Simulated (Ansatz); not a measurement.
CsSnBr$_{3}$ (cubic perovskite, space group No. 221) at seven volumes, the program Ansatz at the LDA level (PAW), scaled uniformly. One row is withheld.

```
V (Å³/atom)  P (GPa)
-----------  -------
32.898          3.16
33.983             ?
35.067          0.93
36.152          0.07
37.237         -0.66
38.321         -1.27
39.406         -1.79
```

### Question
Fit the shown pressures and predict the withheld one.

### Answer
P = (3/2)B₀(x^(7/2) − x^(5/2))[1 + (3/4)(B′ − 4)(x − 1)] with x = (V₀/V)^(2/3). Least squares on the six rows gives V₀ = 36.248 Å³/atom, B₀ = 26.0 GPa, B′ = 4.65. At V = 33.983, x = 1.0440 and P = 1.95 GPa. The run itself gave 1.95 GPa.

Space group Pm-3m (cubic perovskite). The cell was relaxed with LDA under the symmetry of its start; of distortions, only those at the zone centre were tested. Spin–orbit coupling is left out wherever it is not named.

Potentials: the later of the program's two PAW sets.
